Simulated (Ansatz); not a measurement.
Structure optimisation: nickel, hcp

Theory: Ansatz 0.2.0, DFT, LDA (PW92), plane waves (420 eV) with PAW, scalar-relativistic. (PAW data from PBE, frozen cores regenerated.)

k-point mesh 14×14×8, Fermi-Dirac smearing 0.1 eV, no spin polarisation. Cell and atoms relax.

Starting structure:

```yaml
crystal:
  lattice:
    - [2.491755966, 0.0, 0.0]
    - [-1.245877983, 2.1579239666, 0.0]
    - [0.0, 0.0, 4.0690374925]
  atoms:
    - { symbol: Ni, position: [0.3333333333, 0.6666666667, 0.25] }
    - { symbol: Ni, position: [0.6666666667, 0.3333333333, 0.75] }
hamiltonian:
  xc: lda
  pseudopotentials:
    kind: paw
    azcp:
      Ni: "pseudopotentials/Ni.paw.azcp"
basis:
  ecutwfc: 420
  fft_grid_basis: typed
kpoints:
  mp_grid: { grid: [14, 14, 8], shift: [0, 0, 0] }
magnetization:
  spin_polarized: false
scf:
  occupations: { method: fermi_dirac, width: 0.1 }
relax:
  max_steps: 60
  f_tol: 0.01
  cell: {}
```

Q: The pressure at the start is -17.6 GPa. By how much does the volume change?

A: From 10.94 to 10.04 Å³ per atom, -8.2 %. The final cell has a = 2.416 Å, c = 3.973 Å (c/a = 1.644).

Q: How much energy does the relaxation gain?

A: 53.9 meV per atom.

Spin polarisation is off here; a magnetic state may lie lower.
